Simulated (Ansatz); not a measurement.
## What a trial cell of In₂GeO relaxes into

Theory: DFT PBE, scalar-relativistic, plane waves, PAW in Ansatz. Cutoff 420 eV, Gaussian smearing, Γ-centred meshes. Cell and atoms relax first on a coarse mesh and then on a finer one. In between, the cell is made exact in the group found at 0.06 Å. In metals the finer mesh still leaves noise of several meV/atom or more. The steps can't lower the symmetry of their start. No spin polarisation.

Recipe of this trial structure of In₂GeO: random cell by space group and Wyckoff sites (P-3m1, No. 164). Lengths were set from tabulated atomic sizes, so they are only a guess.

```cif
data_structure
_symmetry_space_group_name_H-M 'P-3m1'
_symmetry_Int_Tables_number 164
_cell_length_a 4.8962
_cell_length_b 4.8962
_cell_length_c 4.6756
_cell_angle_alpha 90.000
_cell_angle_beta 90.000
_cell_angle_gamma 120.000
_cell_volume 97.07
loop_
_atom_site_label
_atom_site_type_symbol
_atom_site_symmetry_multiplicity
_atom_site_Wyckoff_symbol
_atom_site_fract_x
_atom_site_fract_y
_atom_site_fract_z
_atom_site_occupancy
In1 In 2 d 0.33333 0.66667 0.68823 1
Ge1 Ge 1 a 0.00000 0.00000 0.00000 1
O1 O 1 b 0.00000 0.00000 0.50000 1
```

The zero of energy is the elements' standard structures at the same level (O₂ as a molecule); no fitted shifts are applied.

Q: Where does the relaxation end?

A: The symmetry stays P-3m1 (No. 164). The volume per atom shrinks by 9.8 %, from 24.3 to 21.9 Å³. The shortest distance goes from 2.34 Å (Ge–O) to 1.97 Å (Ge–O). The ratio c/a of the conventional cell changes by a factor of 0.81. The energy falls by about 0.12 eV/atom (the start's value is from the coarse mesh). Conventional cell: a = 5.068 Å, c = 3.938 Å. Around In lie 3 O at 3.08 Å, 3 Ge at 3.10 Å and 6 In at 3.49–3.56 Å; Ge is surrounded by 2 O at 1.97 Å and 6 In at 3.10 Å; O is surrounded by 2 Ge at 1.97 Å and 6 In at 3.08 Å.

```cif
data_structure
_symmetry_space_group_name_H-M 'P 1'
_symmetry_Int_Tables_number 1
_cell_length_a 5.0678
_cell_length_b 5.0678
_cell_length_c 3.9382
_cell_angle_alpha 90.000
_cell_angle_beta 90.000
_cell_angle_gamma 120.000
_cell_volume 87.59
loop_
_atom_site_label
_atom_site_type_symbol
_atom_site_fract_x
_atom_site_fract_y
_atom_site_fract_z
_atom_site_occupancy
In1 In 0.33333 0.66667 0.74249 1
In2 In 0.66667 0.33333 0.25751 1
Ge1 Ge 0.00000 0.00000 0.00000 1
O1 O 0.00000 0.00000 0.50000 1
```

Q: How does it come out in energy, and is it a metal?

A:

- Formation energy: −0.12 eV/atom
- Gap on the 12×12×12 mesh of the 4-atom cell: 0 eV (a metal)

The last run used Gaussian smearing of 0.10 eV. A structure relaxed within its symmetry needn't be a true minimum. Another cell of In2GeO relaxed alike, in P-4m2, lies 236 meV/atom lower, so this cell isn't the stable form at this level.
